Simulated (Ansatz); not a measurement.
LaC₂:
```
CELL_PARAMETERS angstrom
     -1.97681     1.97681     3.28781
      1.97681    -1.97681     3.28781
      1.97681     1.97681    -3.28781
ATOMIC_POSITIONS crystal
  La 0.00000 0.00000 0.00000
  C  0.40214 0.40214 0.00000
  C  0.59786 0.59786 0.00000
```

Relaxed with r²SCAN. Special points in fractions of this cell's reciprocal vectors: Γ (0.000, 0.000, 0.000); X (0.000, 0.000, 0.500); P (0.250, 0.250, 0.250); N (0.000, 0.500, 0.000); M (0.500, 0.500, -0.500); S (0.340, 0.660, -0.340); S0 (-0.340, 0.340, 0.340); R (-0.181, 0.181, 0.500); G (0.500, 0.500, -0.181).

### Question
List the band energies nearest the Fermi level at these points for DFT-r²SCAN in the program Ansatz with PAW potentials.

### Answer
In eV from the Fermi level; about four levels below and three above (degenerate sets whole), none deeper than 8.9 eV; points with the same levels are listed once.

| k | below | above |
|---|---|---|
| Γ | -3.57 -3.57 -0.15 -0.15 | 0.63 2.05 2.68 |
| X | -3.97 -3.91 -3.47 -2.30 | 2.33 2.39 2.43 |
| P | -3.92 -3.92 -2.64 -0.22 -0.22 | 2.40 2.40 2.66 |
| N | -7.24 -5.29 -4.93 -2.68 | 1.11 1.60 2.20 |
| M | -3.77 -3.77 -3.13 -0.64 | 2.46 2.49 2.53 |
| S | -6.21 -4.99 -4.60 -3.47 | 1.29 1.66 1.94 |
| R | -4.67 -4.03 -3.60 -0.71 | 2.05 2.39 2.48 |

Space group I4/mmm (MoSi2 or CaC2 type). The first step of the workflow began from a Materials Project structure, measured or hypothetical; the Crystallography Open Database files this formula in space group No. 139, but the cells were not matched. Whether it is the stable phase at ambient conditions was not checked. Symmetry was held in the r²SCAN relaxation; its stability against distortions is not shown here. Spin–orbit coupling is left out wherever it is not named.

Potentials: the later of the program's two PAW sets.
